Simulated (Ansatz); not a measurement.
Cell and atoms are relaxed with the symmetry kept. Start:

```
Si Mo
1.0
    -4.81000    4.81000    2.45000
     4.81000   -4.81000    2.45000
     4.81000    4.81000   -2.45000
Si Mo
6 10
Direct
  0.25000 0.25000 0.00000
  0.75000 0.75000 0.00000
  0.67000 0.17000 0.84000
  0.17000 0.33000 0.50000
  0.33000 0.83000 0.16000
  0.83000 0.67000 0.50000
  0.75000 0.25000 0.50000
  0.25000 0.75000 0.50000
  0.22300 0.07400 0.29700
  0.07400 0.77700 0.85100
  0.77700 0.92600 0.70300
  0.92600 0.22300 0.14900
  0.27700 0.57400 0.85100
  0.42600 0.27700 0.70300
  0.72300 0.42600 0.14900
  0.57400 0.72300 0.29700
```

The calculation used DFT r2SCAN, scalar-relativistic, plane waves, PAW (Ansatz 0.2.0).

Settings: cutoff 500 eV, Γ-centred mesh 8×8×8 on the computed 16-atom cell, Gaussian smearing of 0.10 eV; no spin polarisation.

What does it relax to?

The volume increases by 0.05 Å³/atom to 14.22 Å³/atom, and the energy falls by 4.0 meV/atom. Final structure:
```xyz
16
Lattice="-4.8206 4.8206 2.4471 4.8206 -4.8206 2.4471 4.8206 4.8206 -2.4471" Properties=species:S:1:pos:R:3 pbc="T T T"
Si    0.0000    0.0000    1.2235
Si    0.0000    0.0000    3.6706
Si    1.6118    6.4324    0.0000
Si    3.2088    1.6118    0.0000
Si    3.2088   -1.6118    2.4471
Si    1.6118    3.2088    2.4471
Mo    0.0000    4.8206    1.2235
Mo    4.8206    0.0000    1.2235
Mo    0.7410    2.1588    0.0000
Mo    7.4824    0.7410    0.0000
Mo    4.0796    2.6618    2.4471
Mo   -2.6618    4.0796    2.4471
Mo    5.5616    2.6618    0.0000
Mo    2.6618    4.0796    0.0000
Mo   -0.7410    2.1588    2.4471
Mo    2.1588    0.7410    2.4471
```

Cost: 1 run of about 13 core-minutes, on Intel Xeon Processor @ 2.70GHz (shared hosts).